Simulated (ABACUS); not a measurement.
Set-up for a self-consistent single point of Pb (C2/m, 2 atoms in the cell; from Materials Project mp-1057273, lattice scaled a little).

```xyz
2
Lattice="3.1015 -1.7866 0.0000 3.1015 1.7866 0.0000 -2.1593 0.0000 6.2214" Properties=species:S:1:pos:R:3 pbc="T T T"
Pb    -0.0235     0.0000     1.7029
Pb     4.0673     0.0000     4.5185
```

Level of theory: LDA (PW92), numerical atomic orbitals DZP (confined pseudo-atomic orbitals; energy shift 0.01 Ry), PseudoDojo 0.4 standard norm-conserving LDA (tails mended) pseudopotentials (ABACUS).

ABACUS settings:

* **basis**: DZP numerical atomic orbitals, energy shift 0.01 Ry
* **KPT**: Gamma 11 11 6 0 0 0
* **basis_type**: lcao
* **dft_functional**: PWLDA
* **ecutwfc**: 100 Ry
* **smearing_method**: mv
* **smearing_sigma**: 0.0146997 Ry
* **potentials**: PseudoDojo 0.4 standard norm-conserving LDA (tails mended)
* **symmetry**: 1
* **ks_solver**: genelpa
* **scf_nmax**: 100
* **scf_thr**: 1.0e-07
* **mixing_type**: broyden
* **mixing_beta**: 0.7

Results:

```
Item                                                      Value
------------------------------------------------  -------------
Number of valence electrons                                  28
Number of bands                                              24
Number of k-points after the program's reduction            204
Size of the basis                                            36
Number of SCF iterations                                      8
Free energy E − TS                                -3821.8612 eV
Fermi level (on the code's own zero)                    9.25 eV
```

The atom-centred basis is finite, which shifts total energies against plane waves. Forces and stress are left out: the polarisation orbitals used for some of these elements are too diffuse to give them reliably, and gaps can carry the same lack. The structure comes from a collection of computed structures, made at another level of theory; the collection holds predicted forms beside known ones. Its lattice was then scaled.

Cost on one core: about 19 core-seconds (a rough figure).

The atomic orbitals were generated for these runs; they are not ABACUS's published sets and were checked against plane waves on a few crystals only.

“Tails mended”: in these copies of the files the far tail of each local potential was reset to the Coulomb form.
